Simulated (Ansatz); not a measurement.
## SiO₂: a fit and a missing row

SiO₂, I-42d, a = 4.925 Å, c = 7.287 Å. This isn't the usual stable structure of the compound. Ansatz: LDA, PAW, 420 eV, Γ-centred 8×8×8 mesh on 6 atoms, Gaussian smearing 0.02 eV; no spin polarisation. Shape and atoms are relaxed at each volume; pressure is positive in compression.

| V (Å³/atom) | P (GPa) |
| --- | --- |
| 12.962 | 2.98 |
| 13.404 | 2.12 |
| 13.846 | 1.36 |
| 14.288 | 0.67 |
| 14.730 | 0.00 |
| 15.172 | ? |
| 15.614 | -1.06 |
| 16.203 | -1.70 |

Q: Take V0 = 14.730 Å³/atom, fit the third-order Birch–Murnaghan form to the other rows, and predict the missing pressure.

A: With the Eulerian strain f = ½[(V0/V)^(2/3) − 1] and y = P/[3f(1 + 2f)^(5/2)], the form is the line y = B0 + 1.5 B0 (B0′ − 4) f. Rows (f, y): 0.04449, 18.04; 0.03245, 18.61; 0.02106, 19.42; 0.01026, 20.69; -0.01905, 20.44; -0.03078, 21.58. Means f = 0.009738, y = 19.797; Σ(Δf)² = 0.004322, ΣΔfΔy = -0.1826; the slope is their ratio. y = 20.21 − 42.24 f GPa, so B0 = 20.2 GPa and B0′ = 4 + 2 × (-42.24)/(3 × 20.21) = 2.61. At V = 15.172, f = -0.00976, y = 20.622 and P = -0.57 GPa. The run gave -0.59 GPa, so the fit is 0.02 GPa too high, within the rms miss on the fitted rows (0.03 GPa).